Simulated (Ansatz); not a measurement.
Data:

NbSiB:
```cif
data_B2Nb2Si2
_chemical_formula_sum 'Si2 B2 Nb2'
_space_group_name_H-M_alt 'P 1'
_space_group_IT_number 1
_cell_length_a 6.96018
_cell_length_b 6.96018
_cell_length_c 3.18657
_cell_angle_alpha 90.000
_cell_angle_beta 90.000
_cell_angle_gamma 152.585
loop_
_space_group_symop_operation_xyz
  'x, y, z'
loop_
_atom_site_label
_atom_site_type_symbol
_atom_site_fract_x
_atom_site_fract_y
_atom_site_fract_z
_atom_site_occupancy
Si1 Si 0.70214 0.29786 0.25000 1
Si2 Si 0.29786 0.70214 0.75000 1
B1 B 0.46756 0.53244 0.75000 1
B2 B 0.53244 0.46756 0.25000 1
Nb1 Nb 0.09760 0.90240 0.75000 1
Nb2 Nb 0.90240 0.09760 0.25000 1
```

This is the PBE-relaxed structure.

Question: All from DFT-PBE in the program Ansatz with PAW potentials, unless another level is named. Give the electronic character.

Answer: metallic (no gap).

Question: And the formation energy from the elements (no fitted shifts)?

Answer: -0.60 eV/atom.

Question: Next, the density of states at the Fermi level?

Answer: 0.13 states/eV per atom (mean over ±0.08 eV).

Space group Cmcm. The start of the workflow was typed in or built on a structure type; neither database checked (COD, Materials Project) lists it. Its standing as an ambient phase is unchecked. The PBE relaxation kept the symmetry of its start; its stability against distortions is not shown here. No spin polarisation was allowed. The references are the lowest solids computed at this level, not always the standard phases. Scalar-relativistic: spin–orbit coupling is off unless named, which matters more the heavier the elements.

Potentials: the later of the program's two PAW sets.
